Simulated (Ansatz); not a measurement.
Sn4HSe8:
Space group P3m1 (No. 156); a = b = 7.7773 Å, c = 6.3434 Å, α = β = 90.00°, γ = 120.00°

```
atom  site  symmetry       x       y       z
----  ----  --------  ------  ------  ------
Sn      3d       .m.  0.1751  0.3501  0.9940
Se      1a       3m.  0.0000  0.0000  0.2373
Se      3d       .m.  0.3269  0.1635  0.7596
Se      3d       .m.  0.0050  0.5025  0.2513
Sn      1c       3m.  0.6667  0.3333  0.0079
Se      1b       3m.  0.3333  0.6667  0.7353
H       1a       3m.  0.0000  0.0000  0.4709
```

Relaxed at zero pressure with DFT-r²SCAN+D4 in the program Ansatz with PAW potentials.

Q: The volume is lowered by 9 % and shape and atoms relax at that volume. What pressure results, and how do the axes share the change?

A: 3.1 GPa; a -1.5 %, b -1.5 %, c -6.2 %; the energy rises by 19 meV/atom.

Q: Give the new structure.

A: 
Space group P3m1 (No. 156); a = 7.661 Å, b = 7.661 Å, c = 5.949 Å, α = 90.00°, β = 90.00°, γ = 120.00°

```json
[
 {"atom": "Sn", "site": "3d", "symmetry": ".m.", "x": "0.1748", "y": "0.3495", "z": "0.9919"},
 {"atom": "Se", "site": "1a", "symmetry": "3m.", "x": "0.0000", "y": "0.0000", "z": "0.2463"},
 {"atom": "Se", "site": "3d", "symmetry": ".m.", "x": "0.3300", "y": "0.1650", "z": "0.7401"},
 {"atom": "Se", "site": "3d", "symmetry": ".m.", "x": "0.0029", "y": "0.5015", "z": "0.2680"},
 {"atom": "Sn", "site": "1c", "symmetry": "3m.", "x": "0.6667", "y": "0.3333", "z": "0.0081"},
 {"atom": "Se", "site": "1b", "symmetry": "3m.", "x": "0.3333", "y": "0.6667", "z": "0.7156"},
 {"atom": "H", "site": "1a", "symmetry": "3m.", "x": "0.0000", "y": "0.0000", "z": "0.4960"}
]
```

The phase is kept; no other phase was compared at this pressure.

The start of the workflow was typed in or built on a structure type; neither database checked (COD, Materials Project) lists it. Whether it is the stable phase at ambient conditions was not checked. The r²SCAN+D4 relaxation kept the symmetry of its start; whether a distortion lowers the energy is not shown. Spin–orbit coupling is left out wherever it is not named.

Potentials: the earlier of the program's two PAW sets.
